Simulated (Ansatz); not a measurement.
BaTe (rock salt), relaxed with HSE06 (Ansatz, an electronic-structure program, plane waves, PAW): a = 7.0454 Å, b = 7.0454 Å, c = 7.0454 Å, α = 90.00°, β = 90.00°, γ = 90.00°.

```
Item                  Value
--------------------  -----
gap (eV)               2.33
B₀ by P(V) fit (GPa)   30.2
```

Task: The same phase is relaxed and computed with r²SCAN in the same code. What are the cell and these values now?

Result: a = 7.0633 Å, b = 7.0633 Å, c = 7.0633 Å, α = 90.00°, β = 90.00°, γ = 90.00°.

gap (eV): 2.00
B₀ by P(V) fit (GPa): 30.6

All cells were relaxed under the symmetry of their starts (and spin orders); stability against distortions was not tested throughout. Spin–orbit coupling is left out wherever it is not named.

Potentials: the later of the program's two PAW sets.

Ansatz is a plane-wave DFT program.
